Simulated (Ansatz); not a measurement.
Here is the system:

Al2Cu:
```cif
data_Al4Cu2
_chemical_formula_sum 'Cu2 Al4'
_space_group_name_H-M_alt 'P 1'
_space_group_IT_number 1
_cell_length_a 4.92758
_cell_length_b 4.92758
_cell_length_c 4.92758
_cell_angle_alpha 104.237
_cell_angle_beta 104.237
_cell_angle_gamma 120.540
loop_
_space_group_symop_operation_xyz
  'x, y, z'
loop_
_atom_site_label
_atom_site_type_symbol
_atom_site_fract_x
_atom_site_fract_y
_atom_site_fract_z
_atom_site_occupancy
Cu1 Cu 0.75000 0.75000 0.00000 1
Cu2 Cu 0.25000 0.25000 0.00000 1
Al1 Al 0.15863 0.65863 0.81726 1
Al2 Al 0.65863 0.84137 0.50000 1
Al3 Al 0.84137 0.34137 0.18274 1
Al4 Al 0.34137 0.15863 0.50000 1
```

This is the PBE-relaxed structure.

### Question
All from PBE in the plane-wave PAW code Ansatz, unless another level is named. Predict the density of states at the Fermi level.

### Answer
0.34 states/eV per atom (mean over ±0.08 eV).

### Question
Give the formation energy from the elements (no fitted shifts).

### Answer
-0.16 eV/atom.

Space group I4/mcm. The PBE relaxation kept the symmetry of its start; of distortions, only those at the zone centre were tested. No spin polarisation was allowed. The references are the lowest solids computed at this level, not always the standard phases.

Potentials: the later of the program's two PAW sets.
